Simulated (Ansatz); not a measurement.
Here is an unrelaxed guess for BeI.

```cif
data_structure
_symmetry_space_group_name_H-M 'R-3m:H'
_symmetry_Int_Tables_number 166
_cell_length_a 4.8881
_cell_length_b 4.8881
_cell_length_c 12.0803
_cell_angle_alpha 90.000
_cell_angle_beta 90.000
_cell_angle_gamma 120.000
_cell_volume 249.97
loop_
_atom_site_label
_atom_site_type_symbol
_atom_site_symmetry_multiplicity
_atom_site_Wyckoff_symbol
_atom_site_fract_x
_atom_site_fract_y
_atom_site_fract_z
_atom_site_occupancy
Be1 Be 3 b 0.33333 0.66667 0.16667 1
I1 I 3 a 0.00000 0.00000 0.00000 1
```

The calculation used DFT PBE, scalar-relativistic, plane waves, PAW (Ansatz). Plane waves to 420 eV, a k mesh through Γ of 6×6×6 on the computed 2-atom cell and Gaussian smearing (0.10 eV); no spin polarisation.

The zero of energy is the elements' standard structures at the same level; no fitted shifts are applied.

Problem. What does a single point on this coarse mesh give?

Solution. The pressure is -5.3 GPa (the mean over three directions, positive in compression), the largest force is 0.00 eV/Å (symmetry fixes the atoms), and the energy is +1.24 eV/atom against the elements. The shortest distance is 3.47 Å.

Problem. Is it a good guess?

Solution. A rough one: relaxing gains about 0.62 eV/atom (the start's value is from the coarse mesh, so the gain is rough) in 11 ionic steps and ends at +0.63 eV/atom on the finer mesh. The symmetry goes from R-3m (No. 166) to Fm-3m (No. 225). The end has the rock salt type. The volume per atom shrinks by 47.7 %, from 41.7 to 21.8 Å³. The shortest distance goes from 3.47 Å (Be–I) to 2.79 Å (Be–I). Conventional cell: a = 5.588 Å. Around Be lie 6 I at 2.79 Å; I is surrounded by 6 Be at 2.79 Å.

The last run used an 18×18×18 mesh for its 2-atom cell and Gaussian smearing of 0.10 eV. These runs have no spin–orbit coupling, which can matter for I. An odd number of electrons in the primitive cell allows no gap without spin; a larger cell or a magnetic state could open one. The reference form of I is held partly by dispersion forces, which this level lacks. The relaxation can't lower the symmetry of the start, and the grade says only how near the guess is to its own end. Symmetry constrained the relaxation, so the result can be a saddle point.
